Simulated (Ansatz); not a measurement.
Consider the following.

C:
```xyz
6
Lattice="-1.3319 2.7792 2.3337 1.3319 -2.7792 2.3337 1.3319 2.7792 -2.3337" Properties=species:S:1:pos:R:3 pbc="T T T"
C      0.8668     3.7249     0.0000
C      0.4651    -0.9457     2.3337
C      0.8668     1.8336     2.3337
C      0.4651     0.9457     0.0000
C      0.0000     0.0000     3.5006
C      0.0000     0.0000     1.1669
```

This is the PBE-relaxed structure. Tensor components refer to the Cartesian frame of this cell.

### Question
All from PBE in the plane-wave PAW code Ansatz, unless another level is named. Give the hole effective mass.

### Answer
0.45, 0.54, 1.2 mₑ (principal values).

### Question
What about the band gap?

### Answer
2.87 eV (smallest direct gap 2.89 eV).

### Question
Predict the electron effective mass.

### Answer
0.56, 1.3, 5.9 mₑ (principal values).

### Question
And the conduction-band minimum?

### Answer
on the Γ–X line, 86 % of the way from Γ (k = 0.432, -0.432, 0.432 in fractions of the reciprocal vectors) (2 equivalent valleys).

Space group Ibam. The start of the workflow was typed in or built on a structure type; neither database checked (COD, Materials Project) lists it. It is not the phase usual at ambient conditions (space group No. 194, 227). The PBE relaxation kept the symmetry of its start; its stability against distortions is not shown here. The volume moved by 20 % from the start of the relaxation.

Potentials: the later of the program's two PAW sets.
